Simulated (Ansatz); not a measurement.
PbI$_{2}$ (CdI2 type)

```xyz
3
Lattice="4.5593 0.0000 0.0000 -2.2796 3.9485 0.0000 0.0000 0.0000 6.9727" Properties=species:S:1:pos:R:3 pbc="T T T"
Pb     0.0000     0.0000     0.0000
I      0.0000     2.6323     1.8890
I      2.2796     1.3162     5.0836
```

The relaxed cell is deformed in two ways at once: its volume V is scaled, and at that volume it is stretched along z (the c axis of the conventional cell) so that c/a changes. Fractional atomic positions are held.

These are PBE-D3(BJ) (plane waves to 420 eV, PAW, scalar-relativistic; Ansatz, a program for electronic structure) values and carry that method's errors. k mesh 8×8×5 (Γ-centred), Fermi-Dirac smearing 0.05 eV. E stands for the smeared free energy. As the atoms are clamped, bonds stretch with the cell, which overstates energies and stresses. PbI2 was relaxed with its symmetry unable to fall. Spin-orbit coupling is left out, though I and Pb are heavy. The PAW data are Ansatz's earlier set.

Changes of ΔE (meV/atom) from the point V/V₀ = 1.000, (c/a)/(c/a)₀ = 1.000 when one coordinate moves alone (two changes are said to add if the coupling is within 5 % of the smaller one, nearly so within 20 %):

```csv
point,change
"V/V₀ = 1.000, (c/a)/(c/a)₀ = 0.880",15.35
"V/V₀ = 1.000, (c/a)/(c/a)₀ = 0.920",6.86
"V/V₀ = 1.000, (c/a)/(c/a)₀ = 0.960",1.73
"V/V₀ = 0.960, (c/a)/(c/a)₀ = 1.000",6.09
"V/V₀ = 0.973, (c/a)/(c/a)₀ = 1.000",2.63
"V/V₀ = 0.987, (c/a)/(c/a)₀ = 1.000",0.63
"V/V₀ = 1.013, (c/a)/(c/a)₀ = 1.000",0.63
"V/V₀ = 1.027, (c/a)/(c/a)₀ = 1.000",2.42
"V/V₀ = 1.040, (c/a)/(c/a)₀ = 1.000",5.31
"V/V₀ = 1.000, (c/a)/(c/a)₀ = 1.040",1.74
"V/V₀ = 1.000, (c/a)/(c/a)₀ = 1.080",6.99
"V/V₀ = 1.000, (c/a)/(c/a)₀ = 1.120",15.82
```

**Question.** What is the change at V/V₀ = 1.027, (c/a)/(c/a)₀ = 0.880, where both move, and how far is it from the sum?

**Answer.** The sum of the single changes is 2.42 + (15.35) = 17.77; the calculation gives 17.95, so the coupling contributes 0.18 (under 20 % of the smaller single change, nearly additive).

**Question.** Do the two effects add at V/V₀ = 1.027, (c/a)/(c/a)₀ = 1.080? Give the computed change.

**Answer.** The sum of the single changes is 2.42 + (6.99) = 9.41; the calculation gives 10.09, so the coupling contributes 0.68 (over 20 % of the smaller single change, not additive).

(Under strain, the slope of the energy per volume gives the stress and its curvature an elastic modulus.)
